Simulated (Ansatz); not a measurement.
**Two inputs for K3Ir2O6**

Cell: a refined structure from the COD, taken as it stands.

```
K Ir O
1.0
     5.41010    3.12352    3.51387
    -5.41010    3.12352    3.51387
     0.00000   -6.24705    3.51387
K Ir O
6 4 12
Direct
  0.21223 0.44843 0.86689
  0.86689 0.21223 0.44843
  0.44843 0.86689 0.21223
  0.78777 0.55157 0.13311
  0.13311 0.78777 0.55157
  0.55157 0.13311 0.78777
  0.00000 0.00000 0.00000
  0.50000 0.50000 0.50000
  0.25099 0.25099 0.25099
  0.74901 0.74901 0.74901
  0.27340 0.10460 0.99640
  0.99640 0.27340 0.10460
  0.10460 0.99640 0.27340
  0.72660 0.89540 0.00360
  0.00360 0.72660 0.89540
  0.89540 0.00360 0.72660
  0.40300 0.50040 0.22460
  0.22460 0.40300 0.50040
  0.50040 0.22460 0.40300
  0.59700 0.49960 0.77540
  0.77540 0.59700 0.49960
  0.49960 0.77540 0.59700
```

Sites (sets of like atoms) are named by element and the number of their first atom in this list.

Reference run. Computed with Ansatz: DFT, PBE, plane waves and PAW, scalar-relativistic, 420 eV cutoff, Γ-centred 5×5×5 k-points, Fermi–Dirac smearing 0.05 eV.

(1) The input is changed as follows: `magnetization`: not typed → {spin_polarized: true}. What happens to V_zz (10²¹ V/m²) and η?

## Answers

(1) 

```json
{"site": "K", "atom": "1", "V_zz reference": "2.54", "η reference": "0.83", "V_zz changed": "2.55", "η changed": "0.83"}
{"site": "Ir7", "atom": "7", "V_zz reference": "7.60", "η reference": "0.00", "V_zz changed": "5.66", "η changed": "0.00"}
{"site": "Ir8", "atom": "8", "V_zz reference": "12.37", "η reference": "0.00", "V_zz changed": "10.29", "η changed": "0.00"}
{"site": "Ir9", "atom": "9", "V_zz reference": "10.63", "η reference": "0.00", "V_zz changed": "10.08", "η changed": "0.00"}
{"site": "O11", "atom": "11", "V_zz reference": "-7.40", "η reference": "0.31", "V_zz changed": "-7.39", "η changed": "0.30"}
{"site": "O17", "atom": "17", "V_zz reference": "-7.75", "η reference": "0.25", "V_zz changed": "-7.69", "η changed": "0.25"}
```

The largest change of V_zz is on Ir8, from 12.37 to 10.29. In per cent, |V_zz| changes by 0 on K, -25 to -5 on Ir, -1 to 0 on O (all sites that start above 2). The absolute magnetisation of the cell goes from 0.0 to 1.9 μB. SCF iterations: 10 and 33. New warnings: no starting moments.

On the reference run: The largest force is 0.3 eV/Å, so the atoms aren't at the calculated equilibrium and relaxing them would move these values. The run finds no gap above 0.1 eV (a metal, or nearly one), so the gradients can move by 10 % or more with the k-mesh. Spin–orbit coupling is left out, which shifts gradients on Ir by a few per cent in wide-gap crystals, and can shift them far more where the calculated gap is small or absent, as here. Semilocal functionals can leave a metal where correlation in the d or f shell opens a gap in the real compound, and that would change the values at and beside Ir.
